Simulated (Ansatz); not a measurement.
Relaxation of a generated trial cell of Pt in the AFLOW prototype A_oF8_70_a; 2 atoms in the cell, which starts as Fddd, origin choice 1 (No. 70), oF8; a = 2.737 Å, b = 4.998 Å, c = 8.806 Å, α = β = γ = 90.00°. Calculation: PBE (plane waves to 420 eV, PAW, scalar-relativistic; Ansatz, an electronic-structure program). Γ-centred k-mesh 14×14×14 on the run's cell (coarser than for final values), Fermi–Dirac smearing 0.05 eV. This is the first round of the run. 

The optimiser's lines from the output (shortened; P is positive under compression):

```
relax step   1: F+E_penalty+E_count = -25045.65819153 eV  Δ(F+E_penalty+E_count) = +0.000e0 eV  max|allowed force component| = 1.110e-16 eV/Å  Δτ_max = 0.0000 Å  P = +17.056 GPa  Ω = 30.118 Å³  (6 SCF iters, dr2 threshold 1.00e-7 eV, accepted)
relax step   2: F+E_penalty+E_count = -25045.81602502 eV  Δ(F+E_penalty+E_count) = -1.578e-1 eV  max|allowed force component| = 1.110e-16 eV/Å  Δτ_max = 0.0000 Å  P = -3.751 GPa  Ω = 32.378 Å³  (6 SCF iters, dr2 threshold 2.00e-7 eV, accepted)
relax step   3: F+E_penalty+E_count = -25045.87549524 eV  Δ(F+E_penalty+E_count) = -5.947e-2 eV  max|allowed force component| = 5.551e-17 eV/Å  Δτ_max = 0.0000 Å  P = -1.976 GPa  Ω = 32.018 Å³  (6 SCF iters, dr2 threshold 2.00e-7 eV, accepted)
relax step   4: F+E_penalty+E_count = -25045.89683338 eV  Δ(F+E_penalty+E_count) = -2.134e-2 eV  max|allowed force component| = 2.776e-17 eV/Å  Δτ_max = 0.0000 Å  P = +3.132 GPa  Ω = 31.448 Å³  (6 SCF iters, dr2 threshold 2.00e-7 eV, accepted)
relax step   5: F+E_penalty+E_count = -25045.90832543 eV  Δ(F+E_penalty+E_count) = -1.149e-2 eV  max|allowed force component| = 8.327e-17 eV/Å  Δτ_max = 0.0000 Å  P = -0.221 GPa  Ω = 31.791 Å³  (6 SCF iters, dr2 threshold 2.00e-7 eV, accepted)
relax step   6: F+E_penalty+E_count = -25045.90859527 eV  Δ(F+E_penalty+E_count) = -2.698e-4 eV  max|allowed force component| = 8.327e-17 eV/Å  Δτ_max = 0.0000 Å  P = +0.024 GPa  Ω = 31.767 Å³  (6 SCF iters, dr2 threshold 2.00e-7 eV, accepted)
relax step   7: F+E_penalty+E_count = -25045.90859492 eV  Δ(F+E_penalty+E_count) = +3.459e-7 eV  max|allowed force component| = 8.327e-17 eV/Å  Δτ_max = 0.0000 Å  P = +0.004 GPa  Ω = 31.770 Å³  (7 SCF iters, dr2 threshold 7.49e-9 eV, accepted)
relax step   8: F+E_penalty+E_count = -25045.91009801 eV  Δ(F+E_penalty+E_count) = -1.503e-3 eV  max|allowed force component| = 8.327e-17 eV/Å  Δτ_max = 0.0000 Å  P = +0.105 GPa  Ω = 31.770 Å³  stress off target by 2.76e-1 GPa  SCF on the basis re-selected at this cell (its energy is not comparable with the rows above)  (6 SCF iters)
relax step   9: F+E_penalty+E_count = -25045.91011703 eV  Δ(F+E_penalty+E_count) = -1.901e-5 eV  max|allowed force component| = 8.327e-17 eV/Å  Δτ_max = 0.0000 Å  P = +0.006 GPa  Ω = 31.786 Å³  (6 SCF iters, dr2 threshold 1.90e-7 eV, accepted)
relax step  10: F+E_penalty+E_count = -25045.91012405 eV  Δ(F+E_penalty+E_count) = -7.019e-6 eV  max|allowed force component| = 8.327e-17 eV/Å  Δτ_max = 0.0000 Å  P = +0.005 GPa  Ω = 31.786 Å³  stress off target by 1.85e-2 GPa  SCF on the basis re-selected at this cell (its energy is not comparable with the rows above)  (7 SCF iters)
```

From the first to the last row the energy changes by -0.13 eV/atom and the volume by +5.5 %. The last row is marked as not comparable with the walk above it, whose basis was carried along; it does compare with step 1, since both stand on a basis selected at the nominal cutoff for their own cell.

Later rounds, restarted from the end of this one on a renewed k-mesh, logged 6 more steps and released under 0.01 eV/atom more. The final structure after all rounds: Fddd, origin choice 1 (No. 70), oF8, AFLOW prototype A_oF8_70_a; a = 2.7467 Å, b = 4.7699 Å, c = 9.7096 Å, α = 90.00°, β = 90.00°, γ = 90.00°. Between re-selections the logged energies stand on a plane-wave basis carried along with the cell. No spin polarisation in the result.

The run could not lose the symmetry of its start: the end is stationary, and may be a saddle point rather than a minimum.

All atoms sit on sites fixed by symmetry, so only the cell could relax.

The relaxed structure here is a generated cell of Pt: the first start was made by placing the elements on the sites of a structure type, and the end was not matched to a known phase here, so it may be hypothetical. Known forms of Pt include space group No. 225.
